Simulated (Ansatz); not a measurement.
According to r²SCAN (plane waves, PAW; program Ansatz), In2TeO2 in the trigonal phase (P-3m1; In on 2d, Te on 1b, O on 2d) relaxes to a = 3.797 Å, c = 7.039 Å. Te has 6 nearest neighbours from 3.08 Å (octahedral); O has 4 nearest neighbours from 2.20 Å (tetrahedral). Its formation energy from the elements is -1.08 eV/atom, with no fitted shifts.

Electronic character: metallic (no gap). Gap from r²SCAN with spin–orbit coupling: none (metallic).

The bulk modulus is 99.5 GPa. Bader charges are In +1.60, Te -0.66, O -1.27 e.

The start of the workflow was typed in or built on a structure type; neither database checked (COD, Materials Project) lists it. Its standing as an ambient phase is unchecked. The cell was relaxed with r²SCAN under the symmetry of its start; whether a distortion lowers the energy is not shown. The references are the lowest solids computed at this level, not always the standard phases (solids in place of the gases). Spin–orbit coupling is left out wherever it is not named.

Potentials: the earlier of the program's two PAW sets.
